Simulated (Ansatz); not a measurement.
InP:
```yaml
crystal:
  lattice:
    - [3.88422, 0.00000, 0.00000]
    - [-1.94211, 3.36384, 0.00000]
    - [0.00000, 0.00000, 6.61390]
  atoms:
    - { symbol: In, position: [0.00000, 0.00000, 0.00000] }
    - { symbol: In, position: [0.00000, 0.00000, 0.50000] }
    - { symbol: P, position: [0.33333, 0.66667, 0.25000] }
    - { symbol: P, position: [0.66667, 0.33333, 0.75000] }
```

Relaxed with PBE. Special points in fractions of this cell's reciprocal vectors: Γ (0.000, 0.000, 0.000); M (0.500, 0.000, 0.000); K (0.333, 0.333, 0.000); A (0.000, 0.000, 0.500); L (0.500, 0.000, 0.500); H (0.333, 0.333, 0.500).

**Question.** List the band energies nearest the Fermi level at these points for PBE in the plane-wave PAW code Ansatz.

**Answer.** In eV from the Fermi level; about four levels below and three above (degenerate sets whole), none deeper than 8.9 eV; points with the same levels are listed once.

```tsv
k	below	above
Γ	-0.58 -0.35 -0.35 0.00	0.25 0.25 2.44
M	-4.39 -3.62 -3.50 -2.17	0.11 1.28 2.05
K	-2.80 -2.80 -2.55 -2.55 -2.40	4.73 5.57 5.57
A	-0.01 -0.01 -0.01 -0.01	2.34 2.34 4.86 4.86 4.86 4.86
L	-1.66 -1.66 -1.32 -1.32	0.17 0.17 3.71 3.71
H	-4.03 -4.03 -0.34 -0.34	1.38 1.38 2.54 2.54
```

Space group P6_3/mmc (NiAs type). The start of the workflow was typed in or built on a structure type; neither database checked (COD, Materials Project) lists it. It is not the phase usual at ambient conditions (space group No. 216). Symmetry was held in the PBE relaxation; its stability against distortions is not shown here. Spin–orbit coupling is left out wherever it is not named.

Potentials: the earlier of the program's two PAW sets.
